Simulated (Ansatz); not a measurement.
Given:

HgTe:
```xyz
2
Lattice="0.0000 3.2173 3.2173 3.2173 0.0000 3.2173 3.2173 3.2173 0.0000" Properties=species:S:1:pos:R:3 pbc="T T T"
Te     4.8260     4.8260     4.8260
Hg     0.0000     0.0000     0.0000
```

This is the LDA-relaxed structure.

Problem. All from LDA in the plane-wave PAW code Ansatz, unless another level is named. Give the electronic character.

Solution. no gap, with almost no states at the Fermi level (zero-gap or semimetallic).

Problem. And the formation energy from the elements (no fitted shifts)?

Solution. -0.12 eV/atom.

Space group F-43m (zinc blende). The LDA relaxation kept the symmetry of its start; of distortions, only those at the zone centre were tested. The references are the lowest solids computed at this level, not always the standard phases. Scalar-relativistic: spin–orbit coupling is off unless named, which matters more the heavier the elements.

Potentials: the later of the program's two PAW sets.
